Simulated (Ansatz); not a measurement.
The relaxed structure here is a generated cell of ZnS: the first start was made by a random draw of sites in a space group, and the end was not matched to a known phase here, so it may be hypothetical. Known forms of ZnS include space group No. 186, 216.

A relaxed structure of ZnS. Calculation: r2SCAN (plane waves to 500 eV, PAW, scalar-relativistic; Ansatz, a program for electronic structure).

```
CELL_PARAMETERS angstrom
      6.49514     0.00000     0.00000
      0.00000     3.93162     0.00000
      0.00000     0.00000     6.66062
ATOMIC_POSITIONS crystal
  S  0.21649 0.75000 0.92348
  S  0.28351 0.25000 0.42348
  S  0.71649 0.75000 0.57652
  S  0.78351 0.25000 0.07652
  Zn 0.65536 0.25000 0.39625
  Zn 0.84464 0.75000 0.89625
  Zn 0.34464 0.75000 0.60375
  Zn 0.15536 0.25000 0.10375
```

### Question
Find the space group and the Wyckoff positions (tolerance 0.01 Å).

### Answer
Space group Pnma (No. 62); a = 6.4951 Å, b = 3.9316 Å, c = 6.6606 Å, α = 90.00°, β = 90.00°, γ = 90.00°

| atom | site | symmetry | x | y | z |
|---|---|---|---|---|---|
| S | 4c | .m. | 0.2835 | 0.2500 | 0.4235 |
| Zn | 4c | .m. | 0.1554 | 0.2500 | 0.1037 |

### Question
Give the shortest distances between elements (the closest pairs, up to four, under 3.6 Å).

### Answer
S–Zn 2.29 Å; Zn–Zn 3.14 Å; S–S 3.58 Å.

Volume per atom: 21.26 Å³
Density: 3.81 g/cm³
Band gap: 2.87 eV, direct (no spin-orbit coupling)

No spin polarisation in the result.

It was reached from a disturbed copy of a P6₃/mmc (No. 194) cell, against which it lies -0.174 eV/atom.
